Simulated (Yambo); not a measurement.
G0W0@PBEsol for Sr2FeH6 (space group Fm-3m, No. 225) in Yambo. Reference settings: 4×4×4 Γ-centred k mesh, bands 5 to 149 and a 7 Ry block in the screening, 149 bands in G with the Bruneval-Gonze terminator, plasmon pole fitted at 27.2 eV. The PBEsol gap Γ → X on this mesh is 1.08 eV; G0W0 gaps are taken between the same points.

The settings were changed. The gap went from 2.30 eV to 2.30 eV, and the shift of the valence edge from -0.13 eV to -0.07 eV.

Task: What was changed between the two runs?
(A) no random integration
(B) 97 bands in W, 97 bands in G
(C) 97 bands in G, no terminator
(D) 58 bands in G, no terminator

Result: B, 97 bands in W, 97 bands in G. The others gave (gap, valence shift): 58 bands in G, no terminator: 2.27, 0.38 eV; no random integration: 2.25, 0.02 eV; 97 bands in G, no terminator: 2.27, 0.18 eV.

Geometry of the Materials Project entry, not relaxed at this level; primitive cell a = 5.2434 Å, b = 5.2434 Å, c = 5.2434 Å, α = 60.00°, β = 60.00°, γ = 60.00°.

The structure is a Materials Project entry; no match was found in the copy of COD used, and its stability was not checked.

The runs are not spin-polarised; magnetic order was not tried.

A shift is the quasiparticle energy of the state minus its PBEsol energy.
